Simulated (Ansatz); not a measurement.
## Computed properties of HfO$_{2}$

HfO₂:
```
HfO2
1.0
    3.56749     0.00000     0.00000
    0.00000     3.56749     0.00000
    0.00000     0.00000     5.16678
Hf O
2 4
Direct
  0.50000   0.50000   0.50000
  0.00000   0.00000   0.00000
  0.00000   0.50000   0.70009
  0.00000   0.50000   0.20009
  0.50000   0.00000   0.79991
  0.50000   0.00000   0.29991
```

Space group P4_2/nmc (No. 137); conventional cell a = b = 3.567 Å, c = 5.167 Å, α = β = γ = 90.00°.

Method: PBEsol (plane waves, PAW; program Ansatz). The cell and atoms are relaxed at this level. Other levels are named where they apply.

Cell and energy:

| Property | Result |
|---|---|
| Volume per atom | 10.96 Å³ |
| Density | 10.63 g/cm³ |
| Formation energy from the elements (no fitted shifts) | -3.47 eV/atom |

Electronic structure:

| Quantity | Result |
|---|---|
| Band gap | 4.57 eV (indirect) |
| Valence-band maximum | at A |
| Conduction-band minimum | at Γ |
| Smallest direct gap on the standard path | 4.65 eV |
| Electron effective mass | 0.80, 0.80, 1.00 mₑ (principal values) |
| Electron effective mass with spin–orbit coupling | 0.81, 0.81, 1.0 mₑ (principal values) |
| HSE06 gap on the PBEsol cell | 6.34 eV |
| Gap with spin–orbit coupling | 4.57 eV |

Mechanics:

| Quantity | Value |
|---|---|
| Bulk modulus (Birch–Murnaghan fit) | 193 GPa |
| Pressure derivative B′ | 5.9 |
| Elastic constants (relaxed ions, GPa) | C11 = 387, C12 = 240, C13 = 73.3, C33 = 321, C44 = 24.0, C66 = 179 |
| Mechanical stability | stable (all eigenvalues of C positive) |
| Hill bulk and shear moduli | 201 and 69.2 GPa |
| Young's modulus | 186 GPa |
| Poisson's ratio | 0.35 |
| Debye temperature from the elastic constants | 384 K |

Dielectric response:

| Item | Value |
|---|---|
| Electronic dielectric constant ε∞ (DFPT) | 5.35 (xx = yy), 4.85 (zz) |
| Born charges (a third of the trace) | Hf +5.32, O -2.66 e |

This is a known high-temperature phase of the composition, computed here at zero pressure and temperature. Symmetry was held in the PBEsol relaxation; its stability against distortions is not shown here. The run is not spin-polarised. The references are the lowest solids computed at this level, not always the standard phases (solids in place of the gases). Spin–orbit coupling is left out wherever it is not named.

Potentials: the earlier of the program's two PAW sets. The files were generated under PBE; for other functionals the program regenerates the frozen cores, and for LDA and PBEsol the local potential too.
